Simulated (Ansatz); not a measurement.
Computed with DFT PBE, scalar-relativistic, plane waves, PAW (Ansatz). All cells share a 420 eV cutoff and Γ-centred k meshes spaced about 0.3 Å⁻¹ or finer (0.25 for metals, 2π included). No spin polarisation.

Temperature and zero-point effects are left out.

Two forms of B₅As₂ were relaxed alike.

1. Space group Amm2 (No. 38), orthorhombic, a = 3.264 Å, b = 12.662 Å, c = 4.226 Å. Around B on a site of symmetry m lie 1 B at 1.58 Å, 1 B at 1.69 Å and 3 B at 1.81–1.90 Å; B on a site of symmetry mm2 has 2 B at 1.70 Å and 2 B at 1.81 Å; B on a second site of symmetry m is surrounded by 1 B at 1.70 Å, 2 B at 1.90 Å and 2 As at 2.08 Å; As is surrounded by 2 B at 2.08 Å and 2 As at 2.60 Å.

2. Space group Fmmm (No. 69), orthorhombic, a = 4.750 Å, b = 12.726 Å, c = 17.243 Å. B on a site of symmetry mm2 is surrounded by 1 B at 1.69 Å, 2 B at 1.85 Å and 2 As at 2.15 Å; B on a site of symmetry m is surrounded by 3 B at 1.74–1.85 Å and 2 As at 2.20 Å; around B on a second site of symmetry m lie 3 B at 1.66–1.76 Å and 2 As at 2.14 Å; around As lie 5 B at 2.14–2.20 Å.

Task: Which is lower in energy, and by how much?

Result: They are level within the accuracy (3 meV/atom apart, with cell 1 the lower in these runs). Cell 1 has space group Amm2 (No. 38), 12.5 Å³/atom and no gap on its mesh; cell 2 has space group Fmmm (No. 69), 18.6 Å³/atom and a gap of 0.86 eV. Counting B atoms around As (those within 1.25 times the shortest such distance or 1.15 times the sum of covalent radii, 1.27 where that leaves under three), cell 1 has As 2 and cell 2 has As 5. Cell 1 holds B–B nets (shortest 1.58 Å) and As–As chains (shortest 2.60 Å); cell 2 holds B–B nets (shortest 1.66 Å). Even the lower one lies +0.40 eV/atom against the reference forms of the elements (uncorrected), so neither is stable at this level. Both come from trial cells of a structure search, whose lowest cell (C2/m, 11.1 Å³/atom) lies 103 meV/atom below the lower of the two.

For metals, differences of a few meV/atom aren't resolved. No dispersion correction is applied, so the spacing and binding between layers, chains or molecules are poorly described (Fmmm), and this can change margins and order among such cells. Kohn–Sham gaps at this level usually fall short of measured ones. In Amm2 an odd number of electrons in the primitive cell allows no gap without spin; a larger cell or a magnetic state could open one. Cells relaxed within their symmetry can be saddle points. Some candidate types were left out of the draw beforehand, so a known form may be missing.
